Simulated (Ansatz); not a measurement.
**WS₂: ³³S NMR of the central transition**

Cell: an entry of the Crystallography Open Database (COD) (the entry's cell lengths or inner coordinates differ somewhat from later room-temperature determinations), atoms as given.

```cif
data_WS2
_symmetry_space_group_name_H-M 'P6_3/mmc'
_symmetry_Int_Tables_number 194
_cell_length_a 3.1800
_cell_length_b 3.1800
_cell_length_c 12.5000
_cell_angle_alpha 90.000
_cell_angle_beta 90.000
_cell_angle_gamma 120.000
loop_
_atom_site_label
_atom_site_type_symbol
_atom_site_symmetry_multiplicity
_atom_site_Wyckoff_symbol
_atom_site_fract_x
_atom_site_fract_y
_atom_site_fract_z
W W 2 c 0.3333 0.6667 0.2500
S S 4 f 0.3333 0.6667 0.6250
```

One atom of each set is listed.

Level of theory: DFT, PBE, plane waves and PAW, scalar-relativistic, collinear spin, 420 eV cutoff, Γ-centred 11×11×3 k-points, Fermi–Dirac smearing 0.02 eV (Ansatz 0.2.0). Start moments as typed (μB): 2 on each W, none on the rest.

³³S has I = 3/2 and Q = -69.40 mb (Pyykkö 2018); at 11.7 T its Larmor frequency is ν₀ = 38.3 MHz. Only the quadrupole interaction is simulated: positions count from each site's isotropic chemical shift, and shift anisotropy, dipolar and J coupling are left out.

Task: Simulate the second-order pattern (static powder, Gaussian broadening 6 kHz) of site S (3 W at 2.41 Å; also 7 S at 3.12–3.18 Å).

Result: The calculation gives C_Q = 7.91 MHz and η = 0.00, so ν_Q = 3.95 MHz and the centre of gravity lies at -1067 ppm (-40.8 kHz).

```tsv
offset (kHz)	height
-150.0	0
-143.9	2
-137.7	66
-131.5	100
-125.4	62
-119.2	49
-113.0	41
-106.9	37
-100.7	34
-94.5	32
-88.4	30
-82.2	29
-76.0	28
-69.9	27
-63.7	26
-57.5	26
-51.4	25
-45.2	24
-39.0	24
-32.9	25
-26.7	24
-20.5	24
-14.4	24
-8.2	24
-2.0	23
4.1	19
10.3	19
16.5	20
22.6	21
28.8	21
35.0	23
41.1	24
47.3	26
53.5	30
59.6	34
65.8	43
72.0	71
78.1	47
84.3	1
90.5	0
```

An axis of threefold or higher order runs through S, so V_zz lies along it and η is zero.

Without spin–orbit coupling the gradients at and beside W can be off by some per cent, at some sites by more. The start moments die out, and the run ends without spin.

The run took 4.5 s of wall time (14 s of CPU time) and 0.68 GiB at its peak, on 4 threads of Intel Xeon 6975P-C (Granite Rapids) (x86_64; 16 cores open to the job, memory cap 8.0 GiB, no GPU), a shared host with a load of 0.4 a core.
